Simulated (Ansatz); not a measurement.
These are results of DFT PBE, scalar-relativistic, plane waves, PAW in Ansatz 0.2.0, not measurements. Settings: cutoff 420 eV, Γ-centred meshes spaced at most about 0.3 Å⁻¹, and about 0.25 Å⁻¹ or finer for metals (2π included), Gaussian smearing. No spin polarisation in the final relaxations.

All energies are static (0 K, no zero-point motion).

Compare these two cells of MoH4, each relaxed at this level.

1. Space group P6/mmm (No. 191), hexagonal, a = 2.856 Å, c = 5.183 Å. Around H lie 3 H at 1.65 Å and 3 Mo at 2.00 Å; Mo has 12 H at 2.00 Å.

2. Space group P4/mmm (No. 123), tetragonal, a = 2.789 Å, c = 5.932 Å. H has 2 Mo at 1.87 Å and 4 H at 1.97 Å; Mo is surrounded by 8 H at 1.87 Å and 4 Mo at 2.79 Å.

**Question.** Which form is favoured at zero pressure, and by what margin per atom?

**Answer.** Cell 2 is lower, by 100 meV/atom. Cell 1 has space group P6/mmm (No. 191), 7.3 Å³/atom and no gap on its mesh; cell 2 has space group P4/mmm (No. 123), 9.2 Å³/atom and no gap. Counting H atoms around Mo (those within 1.25 times the shortest such distance or 1.15 times the sum of covalent radii), cell 1 has Mo 12 and cell 2 has Mo 8. Even the lower one lies +0.26 eV/atom against the reference forms of the elements (uncorrected), so neither is stable at this level. Both come from invented guesses.

No dispersion correction is applied, so the spacing and binding between layers, chains or molecules are poorly described (P4/mmm), and this can change margins and order among such cells. With hydrogen, zero-point motion can shift such differences by 10 meV/atom or more. Cells relaxed within their symmetry can be saddle points.
